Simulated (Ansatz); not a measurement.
Question: Each is relaxed and computed with PBEsol (plane waves, PAW; program Ansatz). Which is the only one with a gap?
(A) SiMo3, A15 (Cr3Si type)
(B) CsAlMo2O8, P-3m1 (Pearson symbol hP12)
(C) W2C, P-3m1 (C on 1a, W on 2d)
(D) Si2Mo, Fddd (Si on 16f, Mo on 8a)

Answer: B, CsAlMo2O8, P-3m1 (Pearson symbol hP12). CsAlMo2O8: gap 3.96 eV; SiMo3: metal; W2C: metal; Si2Mo: metal. Constructed cells (a structure type filled with these elements, in neither database checked): Si2Mo, Fddd (Si on 16f, Mo on 8a). Not the usual ambient phase: Si2Mo, Fddd (Si on 16f, Mo on 8a). Standing as an ambient phase not checked: CsAlMo2O8, P-3m1 (Pearson symbol hP12). All cells were relaxed under the symmetry of their starts (and spin orders); stability against distortions was not tested throughout. Rows with no word on spin ran without spin polarisation. Spin–orbit coupling is left out wherever it is not named.

Potentials: the later of the program's two PAW sets.
